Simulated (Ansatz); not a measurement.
# Data sheet: AgAu (DFT)

AgAu:
```cif
data_AgAu
_chemical_formula_sum 'Ag1 Au1'
_space_group_name_H-M_alt 'P4/mmm'
_space_group_IT_number 123
_space_group_name_Hall '-P 4 2'
_cell_length_a 2.84362
_cell_length_b 2.84362
_cell_length_c 4.14846
_cell_angle_alpha 90.000
_cell_angle_beta 90.000
_cell_angle_gamma 90.000
loop_
_atom_site_label
_atom_site_type_symbol
_atom_site_symmetry_multiplicity
_atom_site_Wyckoff_symbol
_atom_site_fract_x
_atom_site_fract_y
_atom_site_fract_z
_atom_site_occupancy
Ag1 Ag 1 d 0.50000 0.50000 0.50000 1
Au1 Au 1 a 0.00000 0.00000 0.00000 1
```

Space group P4/mmm (No. 123), L1₀ or tetragonal B2; conventional cell a = 2.844 Å, b = 2.844 Å, c = 4.148 Å, α = 90.00°, β = 90.00°, γ = 90.00°.

Method: DFT-PBEsol in the program Ansatz with PAW potentials. Geometry: relaxed at this level of theory. Other levels are named where they apply.

### Cell and energy

```yaml
volume_per_atom: 16.77 Å³
density: 15.09 g/cm³
Formation energy from the elements (no fitted shifts): -62 meV/atom
```

### Electronic structure

```yaml
electronic_character: metallic (no gap)
Density of states at the Fermi level: 0.25 states/eV per atom (mean over ±0.08 eV)
Gap with spin–orbit coupling: none (metallic)
```

### Mechanics

```yaml
Bulk modulus (Birch–Murnaghan fit): 146 GPa
Pressure derivative B′: 5.8
```

### Phonons

```yaml
highest_zone_centre_frequency: 164 cm^-1
zone_centre_stability: no imaginary mode at Γ
```

The start of the workflow was typed in or built on a structure type; neither database checked (COD, Materials Project) lists it. Its standing as an ambient phase is unchecked. The cell was relaxed with PBEsol under the symmetry of its start. The run is not spin-polarised. As this level gives no gap, phonon frequencies hold no LO–TO term and depend on the k-mesh and smearing (Fermi–Dirac, 0.1 eV here). Axis ratios of metals converge slowly with the k-mesh, so a and c are less sure than the volume. The references are the lowest solids computed at this level, not always the standard phases. Scalar-relativistic: spin–orbit coupling is off unless named, which matters more the heavier the elements.

Potentials: the earlier of the program's two PAW sets. The files were generated under PBE; for other functionals the program regenerates the frozen cores, and for LDA and PBEsol the local potential too.
